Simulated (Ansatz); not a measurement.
**How far is PAW off for TiAl?**

```
Ti Al
1.0
     2.83730    0.00000    0.00000
     0.00000    2.83730    0.00000
     0.00000    0.00000    4.05910
Ti Al
1 1
Direct
  0.00000 0.00000 0.00000
  0.50000 0.50000 0.50000
```

Atom numbers follow the list: Ti1, Al2.

The geometry is COD entry 1532769, unchecked; take it as a test cell.

Spin polarisation is left out, and whether a magnetic state lies lower isn't shown here.

All numbers are computed: DFT, PBEsol, PAW with Ansatz's default frozen-core files, scalar-relativistic (Ansatz 0.2.0); DFT, PBEsol, all-electron PAW with datasets made for the crystal, scalar-relativistic (Ansatz 0.2.0); DFT, PBEsol, all-electron LAPW, scalar-relativistic (Ansatz 0.2.0).

For PAW: a Γ-centred 12×12×8 k mesh, Fermi–Dirac smearing of 0.05 eV, cutoff 420 eV, no spin polarisation; the PAW files were made with PBE, and the program remakes their frozen cores for this functional. The crystal-made all-electron datasets (AE datasets) take a cutoff of 220 eV at this cell. LAPW targets a basis error of 1 meV/atom. The Ansatz runs share mesh, smearing and spin set-up. Plane-wave (PAW) pressures include the program's estimate of the Pulay term.

Stress and pressure are positive in compression.

In a metal, gradients converge slowly with the k mesh: the values move by tens of per cent from one mesh to another, at times in sign, so only the comparison on one mesh counts.

Levels count from the Fermi level.

```csv
quantity,PAW,AE datasets,LAPW
pressure (GPa),-3.94,-3.98,-3.98
stress xx (GPa),-4.12,-4.16,-4.16
stress zz (GPa),-3.58,-3.61,-3.61
highest filled level at R (eV),-1.149,-1.151,-1.151
lowest empty level at R (eV),1.389,1.391,1.391
highest filled level at X (eV),-0.245,-0.245,-0.245
lowest empty level at X (eV),1.686,1.685,1.685
highest filled level at Z (eV),-0.649,-0.650,-0.650
lowest empty level at Z (eV),0.674,0.674,0.674
field gradient Vzz at Ti1 (10²¹ V/m²),2.56,2.67,–
field gradient Vzz at Al2 (10²¹ V/m²),-2.29,-2.31,–
```

PAW's pressure differs from the LAPW value by +0.03 GPa.
